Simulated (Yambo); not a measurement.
G0W0@LDA for SrTiO3 (cubic perovskite, space group Pm-3m, No. 221) in Yambo. Reference settings: 4×4×4 Γ-centred k mesh, bands 2 to 118 and a 8 Ry block in the screening, 118 bands in G with the Bruneval-Gonze terminator, plasmon pole fitted at 27.2 eV. The LDA gap R → Γ on this mesh is 1.80 eV; G0W0 gaps are taken between the same points.

With and without the terminator, as bands are cut:

```tsv
bands in G (in W)	gap, terminator (eV)	gap, none (eV)	valence shift, terminator (eV)	valence shift, none (eV)
32 (32)	3.605	3.884	-0.064	0.342
47 (47)	3.502	3.708	-0.162	0.249
67 (67)	3.483	3.645	-0.262	0.096
92 (92)	3.489	3.624	-0.344	-0.052
118 (118)	3.492	3.594	-0.376	-0.147
```

Over this range the gap spans 0.122 eV with the terminator and 0.290 eV without, the valence shift 0.312 eV and 0.489 eV. Neither column has reached its limit for certain.

Geometry of the Materials Project entry, not relaxed at this level; primitive cell a = b = c = 3.913 Å, α = β = γ = 90.00°.

A shift is the quasiparticle energy of the state minus its LDA energy.
